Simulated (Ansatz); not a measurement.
Given:

BAs:
```yaml
crystal:
  lattice:
    - [0.00000, 2.38398, 2.38398]
    - [2.38398, 0.00000, 2.38398]
    - [2.38398, 2.38398, 0.00000]
  atoms:
    - { symbol: As, position: [0.75000, 0.75000, 0.75000] }
    - { symbol: B, position: [0.00000, 0.00000, 0.00000] }
```

This is the PBEsol-relaxed structure. Cartesian axes are those of the cell as given.

Task: All from DFT-PBEsol in the program Ansatz with PAW potentials, unless another level is named. Give the piezoelectric stress constants (proper, relaxed ions, C/m²).

Result: e14 = e25 = e36 = 0.16.

Task: What about the Debye temperature from the elastic constants?

Result: 680 K.

Task: Give the elastic constants (relaxed ions, GPa).

Result: C11 = 278, C12 = 71.8, C44 = 150.

Space group F-43m (zinc blende). The cell was relaxed with PBEsol under the symmetry of its start.

Potentials: the later of the program's two PAW sets.
